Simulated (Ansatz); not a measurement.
W:
```yaml
crystal:
  lattice:
    - [0.00000, 3.69425, 3.69425]
    - [3.69425, 0.00000, 3.69425]
    - [3.69425, 3.69425, 0.00000]
  atoms:
    - { symbol: W, position: [0.75000, 0.75000, 0.75000] }
    - { symbol: W, position: [0.50000, 0.50000, 0.50000] }
    - { symbol: W, position: [0.12500, 0.62500, 0.12500] }
    - { symbol: W, position: [0.12500, 0.12500, 0.12500] }
    - { symbol: W, position: [0.62500, 0.12500, 0.12500] }
    - { symbol: W, position: [0.12500, 0.12500, 0.62500] }
```

Relaxed with PBE. Special points in fractions of this cell's reciprocal vectors: Γ (0.000, 0.000, 0.000); X (0.500, 0.000, 0.500); U (0.625, 0.250, 0.625); K (0.375, 0.375, 0.750); L (0.500, 0.500, 0.500); W (0.500, 0.250, 0.750).

Question: List the band energies nearest the Fermi level at these points for PBE with spin–orbit coupling (plane waves, PAW; program Ansatz).

Answer: In eV from the Fermi level; about four levels below and three above (degenerate sets whole), none deeper than 8.9 eV; points with the same levels are listed once.

| k | below | above |
|---|---|---|
| Γ | -0.44 -0.44 -0.44 -0.44 | 0.19 0.19 0.67 0.67 0.67 0.67 |
| X | -0.82 -0.82 -0.82 -0.82 | 0.36 0.36 0.36 0.36 |
| U | -1.12 -1.12 -0.36 -0.36 | 0.08 0.08 0.51 0.51 |
| L | -0.43 -0.43 -0.27 -0.27 | 0.36 0.36 0.77 0.77 |
| W | -1.10 -1.10 -0.91 -0.91 | 0.25 0.25 0.78 0.78 |

Space group Fd-3m. The start of the workflow was typed in or built on a structure type; neither database checked (COD, Materials Project) lists it. It is not the phase usual at ambient conditions (space group No. 229). Symmetry was held in the PBE relaxation; whether a distortion lowers the energy is not shown. No spin polarisation was allowed.

Potentials: the earlier of the program's two PAW sets.
